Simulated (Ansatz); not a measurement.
A trial structure of MgW was built thus: close-packed layers stacked ABAC (P6_3/mmc, No. 194) (elements of the layers in order: Mg W Mg W). The dimensions are guesses.

```yaml
crystal:
  lattice:
    - [3.10385, 0.00000, 0.00000]
    - [-1.55193, 2.68801, 0.00000]
    - [0.00000, 0.00000, 9.46120]
  atoms:
    - { symbol: Mg, position: [0.00000, 0.00000, 0.00000] }
    - { symbol: Mg, position: [0.00000, 0.00000, 0.50000] }
    - { symbol: W, position: [0.33333, 0.66667, 0.25000] }
    - { symbol: W, position: [0.66667, 0.33333, 0.75000] }
```

Computed with DFT PBE, scalar-relativistic, plane waves, PAW (Ansatz 0.2.0). Cutoff 420 eV, Gaussian smearing, Γ-centred meshes. Cell and atoms relax first on a coarse mesh and then on a finer one. In between, the cell is made exact in the group found at 0.06 Å. In metals the finer mesh still leaves noise of several meV/atom or more. The steps can't lower the symmetry of their start. No spin polarisation.

A guess keeps its type if space group and coordination stay and the shape of the cell changes little (axis ratios within about 15 %, angles within 6°); the volume may change.

Question: Does it keep its structure type, or change into something else?

Answer: It keeps its type. The symmetry stays P6_3/mmc (No. 194). The volume per atom shrinks by 12.3 %, from 19.7 to 17.3 Å³. The shortest distance goes from 2.97 Å (Mg–W) to 2.85 Å (Mg–Mg and W–W). The ratio c/a of the conventional cell changes by a factor of 1.13. Counting neighbours within 15 % of an atom's shortest distance, the start has Mg 12, W 12 and the end Mg 12, W 12.

Energies over the elements count from the elements' standard structures at the same level, with no fitted energy shifts.

Question: At what energy does it end?

Answer: +0.54 eV/atom. A positive value: parting into the elements would lower its energy.

The last run used an 18×18×6 mesh (in the run's order of axes) for its 4-atom cell and Gaussian smearing of 0.10 eV. These runs have no spin–orbit coupling, which can matter for W. A structure relaxed within its symmetry needn't be a true minimum. Another cell of MgW relaxed alike, in P-6m2, lies 20 meV/atom lower, so this cell isn't the stable form at this level.
